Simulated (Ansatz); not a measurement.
## Al₅P₂: rattling a relaxed structure

The structure comes from a generated guess, relaxed at this level; another structure or a mixture of phases may lie lower.

Computed with Ansatz, DFT PBE, scalar-relativistic, plane waves, PAW. Plane waves to 420 eV, a k mesh through Γ of 8×8×4 on the computed 7-atom cell and Gaussian smearing (0.10 eV); no spin polarisation.

The cell below (7 atoms, space group C2 (No. 5)) is relaxed within its symmetry.

```
Al P
1.0
     2.62401   -2.62548   -0.04870
     2.62401    2.62548   -0.04870
    -2.33814    0.00000   10.00892
Al P
5 2
Direct
  0.48429 0.08180 0.06493
  0.91820 0.51571 0.93507
  0.34249 0.94694 0.79671
  0.05306 0.65751 0.20329
  0.69695 0.30305 0.50000
  0.76944 0.87343 0.64648
  0.12657 0.23056 0.35352
```

For the test it was strained at random (σ = 1.5 % a component), the atoms were moved at random (σ = 0.10 Å), and all was relaxed again on a coarse 6×6×2 mesh (in the run’s order of axes) with 0.20 eV smearing, with no symmetry imposed.

An odd number of electrons in the primitive cell allows no gap without spin; a larger cell or a magnetic state could open one. The cell is a metal run without spin; a magnetic state may lie lower.

Problem. Does it come back?

Solution. It doesn't return. The energy falls by 35 meV/atom on that mesh, the volume changes by 5.6 %, and the end has space group P-4m2 (No. 115) at a loose tolerance. Relaxed again on an 8×8×4 mesh with 0.10 eV smearing, the new structure lies 29 meV/atom below the first (mesh in the axes of the run's cell; the cell below is made exact in the group named). Space group P-4m2 (No. 115), tetragonal, a = 3.809 Å, c = 9.970 Å. Al on a site of symmetry 2mm has 6 Al at 2.71–2.74 Å and 2 Al at 2.98 Å; Al on a second site of symmetry 2mm is surrounded by 2 P at 2.39 Å, 2 Al at 2.74 Å and 2 Al at 2.98 Å; Al on a site of symmetry -4m2 has 4 P at 2.37 Å and 12 Al at 3.81–3.92 Å; P has 4 Al at 2.37–2.39 Å.

```cif
data_structure
_symmetry_space_group_name_H-M 'P 1'
_symmetry_Int_Tables_number 1
_cell_length_a 3.8092
_cell_length_b 3.8092
_cell_length_c 9.9703
_cell_angle_alpha 90.000
_cell_angle_beta 90.000
_cell_angle_gamma 90.000
_cell_volume 144.67
loop_
_atom_site_label
_atom_site_type_symbol
_atom_site_fract_x
_atom_site_fract_y
_atom_site_fract_z
_atom_site_occupancy
Al1 Al 0.00000 0.50000 0.01652 1
Al2 Al 0.50000 0.00000 0.98348 1
Al3 Al 0.00000 0.00000 0.78617 1
Al4 Al 0.00000 0.00000 0.21383 1
Al5 Al 0.50000 0.50000 0.50000 1
P1 P 0.00000 0.50000 0.64210 1
P2 P 0.50000 0.00000 0.35790 1
```
